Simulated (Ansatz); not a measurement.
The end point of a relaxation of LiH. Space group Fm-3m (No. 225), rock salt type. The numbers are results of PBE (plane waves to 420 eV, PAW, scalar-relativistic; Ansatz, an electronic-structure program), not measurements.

```xyz
2
Lattice="0.0000 2.0036 2.0036 2.0036 0.0000 2.0036 2.0036 2.0036 0.0000" Properties=species:S:1:pos:R:3 pbc="T T T"
H      0.0000     0.0000     0.0000
Li     2.0036     2.0036     2.0036
```

Predict the band gap from PBE.

2.98 eV, direct at X (no spin-orbit coupling).

No spin polarisation in the result.

Measured for LiH: gap 4.99 eV (as listed in M. J. van Setten et al., Physical Review B (2007)). Computed minus measured — gap: PBE -2.01 eV. The computed values are for a static lattice, and a measured gap can be an optical one, lowered by exciton binding.

The run could not lose the symmetry of its start; a randomly shaken copy of 2 atoms returns to this structure.

All atoms sit on sites fixed by symmetry, so only the cell could relax.
